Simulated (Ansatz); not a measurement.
# Sr2SO: changing the share of exact exchange

Symmetry: P4/mmm, No. 123, tetragonal system. The conventional cell has a = 4.043 Å, b = 4.043 Å, c = 5.718 Å, α = 90.00°, β = 90.00°, γ = 90.00°. Around Sr (site symmetry 4/mmm) lie 2 O at 2.86 Å and 4 S at 2.86 Å. Sr (site symmetry 4/mmm) is surrounded by 2 S at 2.86 Å and 4 O at 2.86 Å. S (site symmetry 4/mmm) has 6 Sr at 2.86 Å as nearest neighbours. O (site symmetry 4/mmm) is surrounded by 6 Sr at 2.86 Å.

The cell comes from a database or a generator and needn't be the stable form of this composition.

Kept alike: task single point; functional HSE06 form with a typed share of exact exchange; k mesh 4 × 4 × 3; occupations fermi-dirac, width 0.05 eV; no spin polarisation. Program: Ansatz, Ansatz PAW, cutoff 420 eV. Screening held at 0.2 Å⁻¹. The mesh is that of the run's cell of 4 atoms. No spin-orbit coupling.

| share of exact exchange, α | pressure (GPa) |
| --- | --- |
| 0.05 | -0.37 |
| 0.1 | -0.57 |
| 0.15 | -0.77 |
| 0.2 | -0.97 |
| 0.25 | -1.17 |
| 0.3 | -1.36 |
| 0.4 | -1.75 |
| 0.5 | -2.13 |

Pressure is positive in compression, with a Pulay correction for the finite cutoff. All rows use potentials made for PBE. The mesh is thin for exact exchange.

Question: What does the share of exact exchange change here?

Answer: The pressure falls from -0.37 to -2.13 GPa between 0.05 and 0.5. Exact exchange shortens the bonds here, so the pressure at fixed cell falls.
